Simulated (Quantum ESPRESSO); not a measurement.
pw.x input (Quantum ESPRESSO 7.5; PBEsol, PseudoDojo standard norm-conserving files, scalar-relativistic):

```
&CONTROL
  calculation = 'scf'
  pseudo_dir = './pseudo'
  outdir = './out'
  tprnfor = .true.
  tstress = .true.
/
&SYSTEM
  ibrav = 0
  nat = 12
  ntyp = 3
  ecutwfc = 84.0
  ecutrho = 336.0
  occupations = 'smearing'
  smearing = 'fd'
  degauss = 0.002
  nbnd = 62
/
&ELECTRONS
  conv_thr = 1.2e-09
/
ATOMIC_SPECIES
O 15.9990 O.upf
V 50.9415 V.upf
Bi 208.9804 Bi.upf
CELL_PARAMETERS angstrom
 -2.561055000000   2.561055000000   5.796065000000
  2.561055000000  -2.561055000000   5.796065000000
  2.561055000000   2.561055000000  -5.796065000000
ATOMIC_POSITIONS crystal
O   0.170850000000   0.561900000000   0.891010000000
O   0.311900000000   0.920890000000   0.891050000000
O   0.670890000000   0.279840000000   0.108990000000
O   0.029840000000   0.420850000000   0.108950000000
O   0.579150000000   0.688100000000   0.608990000000
O   0.438100000000   0.329110000000   0.608950000000
O   0.079110000000   0.970160000000   0.391010000000
O   0.720160000000   0.829150000000   0.391050000000
V   0.500000000000   0.500000000000   0.000000000000
V   0.250000000000   0.750000000000   0.500000000000
Bi   0.000000000000   0.000000000000   0.000000000000
Bi   0.750000000000   0.250000000000   0.500000000000
K_POINTS automatic
8 8 8 0 0 0
```

End of the output:

```

[...]
     the Fermi energy is     9.8449 ev
!    total energy              =    -885.85081021 Ry
     estimated scf accuracy    <          1.3E-10 Ry
     smearing contrib. (-TS)   =       0.00000000 Ry
     internal energy E=F+TS    =    -885.85081021 Ry
     The total energy is F=E-TS. E is the sum of the following terms:
     one-electron contribution =    -287.86786905 Ry
     hartree contribution      =     204.22612727 Ry
     xc contribution           =    -195.80036756 Ry
     ewald contribution        =    -606.40870087 Ry
     convergence has been achieved in  13 iterations
     Forces acting on atoms (cartesian axes, Ry/au):
     atom    1 type  1   force =    -0.00497842    0.00846470    0.00530317
     atom    2 type  1   force =    -0.00846470   -0.00497842    0.00530317
     atom    3 type  1   force =     0.00497842   -0.00846470    0.00530317
     atom    4 type  1   force =     0.00846470    0.00497842    0.00530317
     atom    5 type  1   force =     0.00497842   -0.00846470   -0.00530317
     atom    6 type  1   force =     0.00846470    0.00497842   -0.00530317
     atom    7 type  1   force =    -0.00497842    0.00846470   -0.00530317
     atom    8 type  1   force =    -0.00846470   -0.00497842   -0.00530317
     atom    9 type  2   force =     0.00000000    0.00000000   -0.00000000
     atom   10 type  2   force =     0.00000000    0.00000000    0.00000000
     atom   11 type  3   force =     0.00000000    0.00000000    0.00000000
     atom   12 type  3   force =    -0.00000000   -0.00000000    0.00000000
     Total force =     0.031567     Total SCF correction =     0.000003
     Computing stress (Cartesian axis) and pressure
          total   stress  (Ry/bohr**3)                   (kbar)     P=      -21.98
  -0.00015870   0.00000000  -0.00000000          -23.35        0.00       -0.00
  -0.00000000  -0.00015870  -0.00000000           -0.00      -23.35       -0.00
  -0.00000000  -0.00000000  -0.00013075           -0.00       -0.00      -19.23
```
In a gapped system the printed Fermi energy is only some level inside the gap.

Spin-orbit coupling is not included.

Geometry of the Materials Project entry, not relaxed at this level.

The runs are not spin-polarised; magnetic order was not tried.
